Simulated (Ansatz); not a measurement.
Data:

TaN (rock salt)

```xyz
2
Lattice="0.0000 2.2085 2.2085 2.2085 0.0000 2.2085 2.2085 2.2085 0.0000" Properties=species:S:1:pos:R:3 pbc="T T T"
N      0.0000     0.0000     0.0000
Ta     2.2085     2.2085     2.2085
```

In each cell atom 2 (Ta, nearest neighbour N at 2.209 Å; its periodic images, 3.1 Å or more away, move with it) moves by s·(0.707, 0.707, 0.000) (along Cartesian [110]), the rest being held.

These are PBE (plane waves to 420 eV, PAW, scalar-relativistic; Ansatz, an electronic-structure program) values and carry that method's errors. k mesh 15×15×15 (Γ-centred), Fermi-Dirac smearing 0.05 eV. E stands for the smeared free energy. With partly filled bands, energies and forces of such displacements shift with the k mesh and the smearing. Spin-orbit coupling is left out, though Ta is heavy. TaN is run without spin polarisation. TaN was relaxed with its symmetry unable to fall. This is a high-temperature form of TaN. The zero of ΔE is the undisplaced structure.

The scan covers s from -0.440 to 0.440 Å in 11 points.

Is the energy the same for equal positive and negative displacements?

Even: the same for both signs. With its periodic images moving along, the atom's site symmetry in this cell is m-3m.

What force acts on the atom along the line at s = -0.440 Å?

4.74 eV/Å.

What is the energy change at s = 0.440 Å?

922 meV/cell.

What is the force constant k = d²E/ds² of this move at s = 0?

7.27 eV/Å².

With two atoms in the cell this is the zone-centre optical mode. What wavenumber follows?

390 cm⁻¹.

(For displaced atoms, the force is minus the slope of the energy, and its curvature is a force constant, which sets phonon frequencies.)
